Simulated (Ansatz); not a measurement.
Here is the system:

LaSb:
```
LaSb
1.0
    0.00000     3.28175     3.28175
    3.28175     0.00000     3.28175
    3.28175     3.28175     0.00000
La Sb
1 1
Direct
  0.00000   0.00000   0.00000
  0.50000   0.50000   0.50000
```

This is the r²SCAN-relaxed structure.

Question: All from the program Ansatz at the r²SCAN level (PAW), unless another level is named. Predict the electronic character.

Answer: metallic (no gap).

Question: Next, the formation energy from the elements (no fitted shifts)?

Answer: -1533 meV/atom.

Question: Predict the density of states at the Fermi level.

Answer: 0.03 states/eV per atom (mean over ±0.08 eV).

Question: Next, the gap with spin–orbit coupling?

Answer: none (metallic).

Space group Fm-3m (rock salt). The workflow started from an entry of the Crystallography Open Database (COD). Whether it is the stable phase at ambient conditions was not checked. The cell was relaxed with r²SCAN under the symmetry of its start; whether a distortion lowers the energy is not shown. A small band overlap can be real or an error of a semilocal functional. The references are the lowest solids computed at this level, not always the standard phases. Spin–orbit coupling is left out wherever it is not named.

Potentials: the later of the program's two PAW sets.
